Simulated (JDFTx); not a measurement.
Reference run:

Ru(0001) slab cut from bulk Ru (space group P6_3/mmc, indices of the conventional cell, lattice of the Materials Project entry mp-33, not re-optimised): 4 atoms in 4 planes, a 1x1 cell of 6.35 Å² (|a| = 2.708, |b| = 2.708 Å), 6.4 Å between the outermost planes, cell height 22.4 Å, 10×10×1 k mesh, Fermi smearing 0.01 Ha, no spin polarisation.

The reference is PBE, GBRV ultrasoft potentials, plane waves to 20/100 Ha; code: a modified build of JDFTx. Unrelaxed; liquid: CANDLE, water, 1 M NaF. Potentials are on the SHE scale by the convention U = −μ/e − 4.44 V; references calibrated for a solvation model differ from this value. LDA and PBEsol take their own potentials, PW91 and RPBE those of PBE; the lattice is kept.

```csv
functional,work function (eV),U_pzc (V),mean C above U_pzc (μF/cm²),k states × plane waves,"cycles, vacuum run","rough core time, vacuum run"
LDA,5.41,0.66,14 over 0.5 V,14 × 4100,22,2 min
PBE,5.04,0.28,15 over 0.5 V,14 × 4100,20,3 min
PBEsol,5.17,0.42,15 over 0.5 V,14 × 4100,22,2 min
PW91,(withheld),(withheld),15 over 0.5 V,14 × 4100,24,2 min
RPBE,4.87,0.10,15 over 0.5 V,14 × 4100,20,2 min
```

Problem. Fill in the missing entries.

Solution. 
- PW91, work function (eV): 5.09
- PW91, U_pzc (V): 0.32

Core times come from shared machines and are rough, one run each.
